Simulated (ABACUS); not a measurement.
Consider a self-consistent single point of YSiPd (Pmmn, 24 atoms in the cell; from Materials Project mp-505467).

```xyz
24
Lattice="4.3176 0.0000 0.0000 0.0000 13.9864 0.0000 0.0000 0.0000 7.4440" Properties=species:S:1:pos:R:3 pbc="T T T"
Y      2.1588    10.4664     1.5661
Y      2.1588     3.5199     1.5661
Y      0.0000    10.5131     5.8779
Y      0.0000     3.4732     5.8779
Y      2.1588     0.0000     2.1759
Y      0.0000     6.9932     5.2681
Y      2.1588     6.9932     2.2349
Y      0.0000     0.0000     5.2091
Si     2.1588     9.0408     4.4105
Si     2.1588     4.9456     4.4105
Si     0.0000    11.9388     3.0334
Si     0.0000     2.0476     3.0334
Si     2.1588     1.2921     6.7693
Si     2.1588    12.6943     6.7693
Si     0.0000     5.7011     0.6746
Si     0.0000     8.2852     0.6746
Pd     2.1588     8.5072     6.8746
Pd     2.1588     5.4792     6.8746
Pd     0.0000    12.4723     0.5694
Pd     0.0000     1.5140     0.5694
Pd     2.1588     2.1787     4.3317
Pd     2.1588    11.8077     4.3317
Pd     0.0000     4.8145     3.1122
Pd     0.0000     9.1718     3.1122
```

Computed with BLYP, PseudoDojo 0.5 standard norm-conserving PBE (tails mended) pseudopotentials (plane waves; ABACUS).

ABACUS settings:

| setting | value |
|---|---|
| KPT | Gamma 3 1 2 0 0 0 |
| basis_type | pw |
| dft_functional | GGA_X_B88+GGA_C_LYP |
| ecutwfc | 82 Ry |
| smearing_method | mp |
| smearing_sigma | 0.00999582 Ry |
| potentials | PseudoDojo 0.5 standard norm-conserving PBE (tails mended) |
| symmetry | 1 |
| symmetry_prec | 1e-05 |
| ks_solver | dav_subspace |
| scf_nmax | 100 |
| scf_thr | 1.0e-09 Ry |
| mixing_type | pulay |
| mixing_beta | 0.4 |

Results:

| Quantity | Value |
|---|---|
| Number of valence electrons | 264 |
| Number of bands | 159 |
| Number of k-points after the program's reduction | 4 |
| Number of plane waves (most at a k-point) | 38064 |
| Number of SCF iterations | 14 |
| FFT grid | 48 × 160 × 81 |
| Free energy E − TS | -39262.0896 eV |
| Fermi level (on the code's own zero) | 14.53 eV |
| Pressure | 6.68 GPa |
| Largest force (vector length) | 0.276 eV/Å |

Stress (GPa, positive for compression):
```
6.97  0.00  0.00
0.00  5.67  0.00
0.00  0.00  7.41
```

For comparison: a first run (DFT, PBEsol, plane waves, PseudoDojo 0.4 standard norm-conserving PBEsol (tails mended) pseudopotentials) was changed to give this one (dft_functional: PBESOL → GGA_X_B88+GGA_C_LYP; pseudopotentials: PseudoDojo 0.4 standard norm-conserving PBEsol (tails mended) → PseudoDojo 0.5 standard norm-conserving PBE (tails mended)), and from it to this one the pressure goes from -3.25 to 6.68 GPa and the largest force goes from 0.168 to 0.276 eV/Å.

The potentials were made for another functional than the one used. The structure comes from a collection of computed structures, made at another level of theory; the collection holds predicted forms beside known ones. No clean gap shows at this smearing width and mesh (spacing up to 0.49 Å⁻¹); the mesh is coarse for partly filled bands, so the values carry mesh errors.

Cost on one core: around 16 core-minutes (rough).

“Tails mended”: in these copies of the files the far tail of each local potential was reset to the Coulomb form.
